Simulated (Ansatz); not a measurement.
Given:

ZnS:
```yaml
crystal:
  lattice:
    - [1.90452, 1.09957, 18.69059]
    - [-1.90452, 1.09957, 18.69059]
    - [0.00000, -2.19915, 18.69059]
  atoms:
    - { symbol: Zn, position: [0.55559, 0.55559, 0.55559] }
    - { symbol: Zn, position: [0.16667, 0.16667, 0.16667] }
    - { symbol: Zn, position: [0.38902, 0.38902, 0.38902] }
    - { symbol: Zn, position: [0.27785, 0.27785, 0.27785] }
    - { symbol: Zn, position: [0.00009, 0.00009, 0.00009] }
    - { symbol: Zn, position: [0.77784, 0.77784, 0.77784] }
    - { symbol: S, position: [0.59728, 0.59728, 0.59728] }
    - { symbol: S, position: [0.04178, 0.04178, 0.04178] }
    - { symbol: S, position: [0.43063, 0.43063, 0.43063] }
    - { symbol: S, position: [0.20829, 0.20829, 0.20829] }
    - { symbol: S, position: [0.31945, 0.31945, 0.31945] }
    - { symbol: S, position: [0.81946, 0.81946, 0.81946] }
```

This is the r²SCAN-relaxed structure. Tensor components refer to the Cartesian frame of this cell.

Task: All from r²SCAN (plane waves, PAW; program Ansatz), unless another level is named. Predict the hole effective mass, band 2 of 2 at the edge.

Result: 0.19 along x, 1.5 along z (mₑ).

Task: What about the formation energy from the elements (no fitted shifts)?

Result: -0.98 eV/atom.

Task: And the HSE06 gap on the r²SCAN cell?

Result: 3.40 eV.

Task: Predict the weight of the valence-edge state by species (Voronoi cells).

Result: S 77 %, Zn 23 %.

Task: Predict the valence-band maximum.

Result: at Γ.

Space group R3m. The first step of the workflow began from a Materials Project structure, measured or hypothetical; the Crystallography Open Database files this formula in space group No. 160, but the cells were not matched. It is not the phase usual at ambient conditions (space group No. 186, 216). The cell was relaxed with r²SCAN under the symmetry of its start; its stability against distortions is not shown here. The references are the lowest solids computed at this level, not always the standard phases.

Potentials: the later of the program's two PAW sets.
